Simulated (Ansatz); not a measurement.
Y3Ge4 in space group Cmcm (No. 63; Pearson symbol oS28), the program Ansatz at the PBE level (PAW), all energies at zero smearing, with the estimated change up to a 700 eV cutoff added, with one set of potentials and settings (totals compare only within such a set). Cell of 14 atoms (6 Y, 8 Ge): -57463.496 eV.

```csv
element,reference phase,E (eV/atom)
Y,"P6_3/mmc, 2 atoms in the cell",-3848.6897
Ge,"Fd-3m, 2 atoms in the cell",-4294.9907
```

Formation energy per atom, worked out: (-57463.496 − 6×(-3848.6897) − 8×(-4294.9907))/14 = -0.817 eV/atom (-79 kJ per mol of atoms), at 0 K, without zero-point energy or fitted corrections.

The workflow started from a Materials Project entry (that database holds measured and hypothetical structures alike); the Crystallography Open Database copy checked does not list it. Whether it is the stable phase at ambient conditions was not checked. The PBE relaxation kept the symmetry of its start; its stability against distortions is not shown here. The run is not spin-polarised. The references are the lowest solids computed at this level, not always the standard phases.

Potentials: the earlier of the program's two PAW sets.
